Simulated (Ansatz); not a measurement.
CaNi2: do energies and stresses tell the same story?

These are results of DFT r2SCAN, scalar-relativistic, plane waves, PAW in Ansatz, not measurements.

Settings: cutoff 500 eV, Γ-centred mesh 10×10×10 on the computed 6-atom cell, Gaussian smearing of 0.10 eV; no spin polarisation.

Relaxed cell: Fd-3m, a = 7.115 Å, b = 7.115 Å, c = 7.115 Å, α = 90.00°, β = 90.00°, γ = 90.00°, 6 atoms in the primitive cell. Whether it is the stable form of this composition wasn't checked.

Energies at zero smearing and pressures from the stress tensor, at volumes with shape and atoms relaxed:
```
V (Å³/atom) E − E(first) (meV/atom) P (GPa)
     14.107                     0.00     7.23
     14.558                   -14.60     3.32
     15.008                   -19.05     0.00
     15.458                   -14.88    -2.83
     15.908                    -3.36    -5.24
```

Problem. Check P = −dE/dV between neighbouring volumes, and get the bulk modulus from the pressures alone.

Solution. With 1 eV/Å³ = 160.2 GPa:
| middle V (Å³/atom) | −ΔE/ΔV (GPa) | mean P (GPa) |
| --- | --- | --- |
| 14.332 | 5.195 | 5.274 |
| 14.783 | 1.585 | 1.660 |
| 15.233 | -1.486 | -1.416 |
| 15.683 | -4.099 | -4.033 |

The two differ by 0.08 GPa at most. The mean of two end pressures misses the average over a step by about ΔV² P″/12, up to 0.05 GPa here; with that taken off 0.03 GPa remains. The stress is the derivative of the free energy, not of the energy at zero smearing, and with free energies 0.00 GPa remains. Around V = 15.008 Å³/atom, the two neighbours give B = −V ΔP/ΔV = 15.008 × 6.15 / 0.900 = 102.5 GPa, against B0 = 102.3 GPa from the Birch–Murnaghan fit of the energies.

Spin polarisation was left out, and a magnetic state may lie lower.

A ferromagnetic start lost its moments in a first run, so spin was left out; other magnetic orders weren't tried.

Cost: 6 runs of about 7.9 core-minutes in all, on Arm Neoverse V1 (shared hosts).